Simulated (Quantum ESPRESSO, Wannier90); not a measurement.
## Tight-binding from DFT: GaSe (R3m)

```xyz
4
Lattice="-1.8871 3.2685 0.0000 -3.7742 0.0000 0.0000 -1.8871 1.0895 8.7047" Properties=species:S:1:pos:R:3 pbc="T T T"
Ga     0.0000     0.0000     1.2224
Ga     0.0000     0.0000    -1.2133
Se    -1.8871     1.0895     2.3764
Se    -1.8871     1.0895    -2.3684
```

Materials Project entry mp-11342; symmetrised, unrelaxed at this level. Not found in the COD (Crystallography Open Database) copy used, which has the formula in other groups; not checked further. Computed values, not measurements, from PBEsol: Quantum ESPRESSO (norm-conserving PseudoDojo potentials, cutoff 69 Ry, spinors with spin-orbit coupling) on a Γ-centred 4×4×4 mesh, then Wannier90. Density: 10×10×10 mesh, cold smearing 0.01 Ry. The cell is built of weakly bound layers, chains or molecules, whose nearest atoms lie 4.52 Å apart. Database cells relaxed without dispersion often hold them too far apart, which can enlarge gaps and weakens couplings between them; spacing and stacking were not compared with the measured crystal.

Bands 41-58 form an isolated set from -13.83 to 0.00 eV relative to the valence-band maximum (on the path) and are turned into 18 Wannier functions by minimising the spread from the start: SCDM (isolated).

Task: Where do the functions sit, how wide are they and what are they made of?

Result: 
```csv
functions,spread (Å²),"nearest atom, distance (Å)","second atom, distance (Å)",weight on atomic waves
12,1.79,Se 0.88,Ga 1.59,"Se 4p 54 %, Ga 4p 21 %, Se 4s 12 %"
4,1.87,Se 0.35,Ga 2.65,"Se 4p 52 %, Se 4s 40 %"
2,2.19,Ga 1.22,Ga 1.22,"Ga 4s 51 %, Ga 4p 45 %"
```

Ω_I = 30.37 Å², Ω_total = 33.35 Å²; the interpolated bands follow pw.x to 49 meV rms on the path. Only this start was tried; a symmetric start can stop on a saddle, and mixtures of these functions could lower the total by at most Ω_total − Ω_I.
